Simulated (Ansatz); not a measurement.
## Data sheet: GaAs (DFT)

GaAs:
```yaml
crystal:
  lattice:
    - [2.64252, 0.00000, 0.00000]
    - [0.00000, 2.64252, 0.00000]
    - [0.00000, 0.00000, 5.35629]
  atoms:
    - { symbol: Ga, position: [0.00000, 0.00000, 0.50000] }
    - { symbol: As, position: [0.00000, 0.00000, 0.00000] }
```

Space group P4/mmm (No. 123); conventional cell a = b = 2.643 Å, c = 5.356 Å, α = β = γ = 90.00°.

Method: LDA in the plane-wave PAW code Ansatz. Structure relaxed to zero pressure with the same functional. Other levels are named where they apply.

**Cell and energy**

```
Item                                                             Value
-----------------------------------------------------  ---------------
Volume per atom                                               18.70 Å³
Density                                                     6.42 g/cm³
Formation energy from the elements (no fitted shifts)  5.5 kJ/mol-atom
```

**Electronic structure**

```
Property                                                                     Value
------------------------------------  --------------------------------------------
Electronic character                                             metallic (no gap)
Density of states at the Fermi level  0.44 states/eV per atom (mean over ±0.08 eV)
```

**Mechanics**

```
Quantity                                                                                            Result
-------------------------------------  -------------------------------------------------------------------
Bulk modulus (Birch–Murnaghan fit)                                                                779 kbar
Pressure derivative B′                                                                                 4.6
Elastic constants (relaxed ions, GPa)  C11 = 187, C12 = 32.1, C13 = 24.1, C33 = 159, C44 = 20.1, C66 = 1.5
Mechanical stability                                  marginal (the smallest eigenvalue of C is near zero)
```

**Phonons**

```
Quantity                                       Result
-----------------------------  ----------------------
Highest zone-centre frequency               162 cm^-1
Zone-centre stability          no imaginary mode at Γ
```

The workflow started from a Materials Project entry (that database holds measured and hypothetical structures alike); the Crystallography Open Database copy checked does not list it. It is not the phase usual at ambient conditions (space group No. 216). The cell was relaxed with LDA under the symmetry of its start. As this level gives no gap, shear constants depend on the k-mesh and smearing (Fermi–Dirac, 0.1 eV here). As this level gives no gap, phonon frequencies hold no LO–TO term and depend on the k-mesh and smearing (Fermi–Dirac, 0.1 eV here). On the denser mesh and wider smearing of the elastic run this cell carries a stress of 1.3 GPa. The references are the lowest solids computed at this level, not always the standard phases. Scalar-relativistic: spin–orbit coupling is off unless named, which matters more the heavier the elements.

Potentials: the later of the program's two PAW sets.
